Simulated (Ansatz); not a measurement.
BeSe (zinc blende, space group No. 216), plane-wave PAW LDA (Ansatz code). The conduction-band minimum lies at X, with 3 equivalent valleys. Second derivatives d²E/dk² of the lowest band at one valley (eV·Å²), along Cartesian directions:

```
direction  d²E/dk²
---------  -------
[100]        9.144
[010]        29.58
[001]        29.58
[110]        19.36
[101]        19.36
[011]        29.55
```

Q: Find the principal effective masses, the density-of-states mass and the conductivity mass.

A: Off-diagonal terms follow from H_xy = H[110] − (H_xx + H_yy)/2, and m*/mₑ = 7.620 eV·Å² over each eigenvalue: 0.26, 0.26, 0.83. One valley's DOS mass (m₁m₂m₃)^(1/3) = 0.38, conductivity mass 3/(Σ 1/mᵢ) = 0.33 mₑ.

Q: What effective density of states Nc follows at 300 K for parabolic valleys?

A: Nc = 2.509e19 × 3 × (0.38)^(3/2) ≈ 1.8e19 cm⁻³.

Q: With the computed static dielectric constant 7.61 (mean of the diagonal), estimate a hydrogenic donor's binding energy and radius.

A: E = 13.606 eV × 0.33/7.61² ≈ 78 meV; a = 0.529 Å × ε/m* ≈ 12 Å. Semilocal masses tend to be too small where the gap is.

Q: With ε∞ = 6.11 and ω_LO = 582 cm⁻¹, what Fröhlich coupling constant follows?

A: α = (1/ε∞ − 1/ε0) √(m* × 13.606 eV/ħω_LO) = 0.25.

Space group F-43m (zinc blende). Symmetry was held in the LDA relaxation; phonons on a q-mesh show no instability. Spin–orbit coupling is left out wherever it is not named.

Potentials: the earlier of the program's two PAW sets.
